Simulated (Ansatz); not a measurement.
Relaxed-ion elastic tensor of NaCl (rock salt, Fm-3m) in GPa (Voigt order), r²SCAN (plane waves, PAW; program Ansatz); density 2.20 g/cm³, 22.04 Å³ per atom.

```csv
,1,2,3,4,5,6
1,59.4,11.6,11.6,0.0,0.0,0.0
2,11.6,59.4,11.6,0.0,0.0,0.0
3,11.6,11.6,59.4,0.0,0.0,0.0
4,0.0,0.0,0.0,13.7,0.0,0.0
5,0.0,0.0,0.0,0.0,13.7,0.0
6,0.0,0.0,0.0,0.0,0.0,13.7
```

Task: Is the crystal mechanically stable?

Result: Yes: the smallest eigenvalue of C is 13.7 GPa.

Task: Work out the Voigt, Reuss and Hill averages.

Result: K_V = 27.5, K_R = 27.5, K_H = 27.5; G_V = 17.7, G_R = 16.5, G_H = 17.1 GPa.

Task: Give Young's modulus, Poisson's ratio, Pugh's ratio and the universal anisotropy index.

Result: E = 9KG/(3K + G) = 42.5 GPa; ν = 0.24; K/G = 1.61 (brittle by the Pugh limit of 1.75); A_U = 5G_V/G_R + K_V/K_R − 6 = 0.38.

Task: Estimate the sound speeds and the Debye temperature.

Result: v_l = √((K + 4G/3)/ρ) = 4780 m/s, v_t = √(G/ρ) = 2790 m/s, mean 3090 m/s; Θ = (h/k)(3n/4πV)^(1/3) v_m = 328 K.

Task: Give the Zener ratio and Young's modulus along [100], [110] and [111].

Result: A = 2C44/(C11 − C12) = 0.57; 1/E = S11 − 2(S11 − S12 − S44/2)Γ with Γ = 0, 1/4, 1/3 gives 55.6, 38.7, 35.2 GPa.

The cell was relaxed with r²SCAN under the symmetry of its start; of distortions, only those at the zone centre were tested.

Potentials: the earlier of the program's two PAW sets.
